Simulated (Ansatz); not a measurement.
Geometry optimisation in Ansatz: input, command and trajectory.

```yaml
crystal:
  lattice:
    - [0.0, 2.774582617, 2.774582617]
    - [2.774582617, 0.0, 2.774582617]
    - [2.774582617, 2.774582617, 0.0]
  atoms:
    - { symbol: Ca, position: [0.0, 0.0, 0.0] }
    - { symbol: Co, position: [0.75, 0.75, 0.75], spin: 1.03 }
basis:
  ecutwfc: 420
kpoints:
  mp_grid: { grid: [6, 6, 6] }
hamiltonian:
  xc: pbe
scf:
  occupations: { method: gaussian, width: 0.1 }
  lower_state_search: "off"
output:
  forces: true
  stress: true
  eigenvalues: true
  populations: true
magnetization:
  spin_polarized: true
relax:
  adjacent_minimum: "off"
  f_tol: 0.04
  max_steps: 70
  cell: { stress_tol: 0.4 }
```

```bash
ansatz run input.yaml --threads 1 --pin off --max-ram 2560MiB --backend cpu --events-out ev --progress --plain --runs-dir out
```

Computed with DFT PBE, scalar-relativistic, plane waves, PAW in Ansatz 0.2.0.

Of 9 frames 9 are shown, positions in Å and forces in eV/Å; the SCF threshold varies from step to step. Steps run on the plane waves of an earlier cell, with a Pulay correction in the pressure. The basis is chosen afresh for the last frame, the zero of the energies, and at times for earlier ones too; energy and pressure step there, also at an unchanged geometry. Here that happened at step 6 (-31 meV/atom, 2.2 GPa); the frames before carry an error of that size.

```xyz
2
Lattice="0.0000 2.7746 2.7746 2.7746 0.0000 2.7746 2.7746 2.7746 0.0000" Properties=species:S:1:pos:R:3:forces:R:3 pbc="T T T" step=1 free_energy_over_end_meV_per_atom=364.48 pressure_GPa=13.05
Ca    0.0000    0.0000    0.0000    0.0000    0.0000    0.0000
Co    4.1619    4.1619    4.1619    0.0000    0.0000    0.0000
2
Lattice="0.0000 2.8931 2.8931 2.8931 0.0000 2.8931 2.8931 2.8931 0.0000" Properties=species:S:1:pos:R:3:forces:R:3 pbc="T T T" step=2 free_energy_over_end_meV_per_atom=174.20 pressure_GPa=8.53
Ca    0.0000    0.0000    0.0000    0.0000    0.0000    0.0000
Co    4.3396    4.3396    4.3396    0.0000    0.0000    0.0000
2
Lattice="0.0000 3.0283 3.0283 3.0283 0.0000 3.0283 3.0283 3.0283 0.0000" Properties=species:S:1:pos:R:3:forces:R:3 pbc="T T T" step=3 free_energy_over_end_meV_per_atom=58.35 pressure_GPa=2.09
Ca    0.0000    0.0000    0.0000    0.0000    0.0000    0.0000
Co    4.5425    4.5425    4.5425    0.0000    0.0000    0.0000
2
Lattice="0.0000 3.0826 3.0826 3.0826 0.0000 3.0826 3.0826 3.0826 0.0000" Properties=species:S:1:pos:R:3:forces:R:3 pbc="T T T" step=4 free_energy_over_end_meV_per_atom=51.03 pressure_GPa=-0.49
Ca    0.0000    0.0000    0.0000    0.0000    0.0000    0.0000
Co    4.6239    4.6239    4.6239    0.0000    0.0000    0.0000
2
Lattice="0.0000 3.0719 3.0719 3.0719 0.0000 3.0719 3.0719 3.0719 0.0000" Properties=species:S:1:pos:R:3:forces:R:3 pbc="T T T" step=5 free_energy_over_end_meV_per_atom=50.53 pressure_GPa=0.02
Ca    0.0000    0.0000    0.0000    0.0000    0.0000    0.0000
Co    4.6079    4.6079    4.6079    0.0000    0.0000    0.0000
2
Lattice="0.0000 3.0719 3.0719 3.0719 0.0000 3.0719 3.0719 3.0719 0.0000" Properties=species:S:1:pos:R:3:forces:R:3 pbc="T T T" step=6 free_energy_over_end_meV_per_atom=19.42 pressure_GPa=2.24
Ca    0.0000    0.0000    0.0000    0.0000    0.0000    0.0000
Co    4.6079    4.6079    4.6079    0.0000    0.0000    0.0000
2
Lattice="0.0000 3.1154 3.1154 3.1154 0.0000 3.1154 3.1154 3.1154 0.0000" Properties=species:S:1:pos:R:3:forces:R:3 pbc="T T T" step=7 free_energy_over_end_meV_per_atom=6.49 pressure_GPa=1.20
Ca    0.0000    0.0000    0.0000    0.0000    0.0000    0.0000
Co    4.6731    4.6731    4.6731    0.0000    0.0000    0.0000
2
Lattice="0.0000 3.1685 3.1685 3.1685 0.0000 3.1685 3.1685 3.1685 0.0000" Properties=species:S:1:pos:R:3:forces:R:3 pbc="T T T" step=8 free_energy_over_end_meV_per_atom=0.90 pressure_GPa=0.11
Ca    0.0000    0.0000    0.0000    0.0000    0.0000    0.0000
Co    4.7527    4.7527    4.7527    0.0000    0.0000    0.0000
2
Lattice="0.0000 3.1685 3.1685 3.1685 0.0000 3.1685 3.1685 3.1685 0.0000" Properties=species:S:1:pos:R:3:forces:R:3 pbc="T T T" step=9 free_energy_over_end_meV_per_atom=0.00 pressure_GPa=0.13
Ca    0.0000    0.0000    0.0000    0.0000    0.0000    0.0000
Co    4.7527    4.7527    4.7527    0.0000    0.0000    0.0000
```

The start puts this composition into another compound's structure type, which needn't suit it. The cell swells from 21.4 to 31.8 Å³ an atom, so the end can be far from any stable crystal. At the end the space group is F-43m (tolerance 0.05 Å).

Time: 41 s on 1 thread of Arm Neoverse V1 (shared host), peak memory 0.33 GiB.

The k mesh is coarse.